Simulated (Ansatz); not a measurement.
Consider the following.

CuAu:
```
CuAu
1.0
    2.87722     0.00000     0.00000
    0.00000     2.87722     0.00000
    0.00000     0.00000     3.62434
Au Cu
1 1
Cartesian
  0.00000   0.00000   0.00000
  1.43861   1.43861   1.81217
```

This is the PBE-relaxed structure.

Question: All from PBE (plane waves, PAW; program Ansatz), unless another level is named. Give the density of states at the Fermi level.

Answer: 0.31 states/eV per atom (mean over ±0.08 eV).

Question: Give the formation energy from the elements (no fitted shifts).

Answer: -0.055 eV/atom.

Question: Next, the gap with spin–orbit coupling?

Answer: none (metallic).

Space group P4/mmm (L1₀ or tetragonal B2). Symmetry was held in the PBE relaxation; of distortions, only those at the zone centre were tested. The run is not spin-polarised. The references are the lowest solids computed at this level, not always the standard phases. Spin–orbit coupling is left out wherever it is not named.

Potentials: the later of the program's two PAW sets.
